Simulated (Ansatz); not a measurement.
PbS (rock salt)

```
PbS
1.0
    0.00000     5.90268     5.90268
    2.95134     0.00000     2.95134
    2.95134     2.95134     0.00000
S Pb
2 2
Direct
  0.00000   0.00000   0.00000
  0.50000   0.00000   0.00000
  0.25000   0.50000   0.50000
  0.75000   0.50000   0.50000
```

Scan: atom 2 (S, nearest neighbour Pb at 2.951 Å; its periodic images, 4.2 Å or more away, move with it) is displaced along Cartesian z, direction (0.000, 0.000, 1.000) in Cartesian axes, by s. The other atoms stay.

The numbers are results of PBEsol (plane waves to 420 eV, PAW, scalar-relativistic; Ansatz, a program for electronic structure), not measurements. k mesh 4×8×8 (Γ-centred), Fermi-Dirac smearing 0.05 eV. E stands for the smeared free energy. PbS was relaxed with its symmetry unable to fall. Spin-orbit coupling is left out, though Pb is heavy. ΔE is measured from the undisplaced structure.

| s (Å) | ΔE (meV/cell) |
|---|---|
| -0.890 | 2830 |
| -0.712 | 1350 |
| -0.534 | withheld |
| -0.356 | 214 |
| -0.178 | 46 |
| 0.000 | 0 |
| 0.178 | 46 |
| 0.356 | 214 |
| 0.534 | withheld |
| 0.712 | 1350 |
| 0.890 | 2830 |

Problem. Fit an even polynomial form (powers 2, 4, 6) to the given rows and predict ΔE at s = -0.534.

Solution. Least squares on the 9 given rows: ΔE = (1420)·s² + (1981)·s⁴ + (931.0)·s⁶, in meV/cell with s in Å; root-mean-square residual 0.5 meV/cell. At -0.534 the fit gives 588 meV/cell; the calculation gives 590 meV/cell, so the interpolation is off by -2 (-0.3 %). The quadratic term alone would give 405 meV/cell.

(A displaced cell: forces are minus the slopes of the energy, force constants its curvatures, and phonons follow from these.)
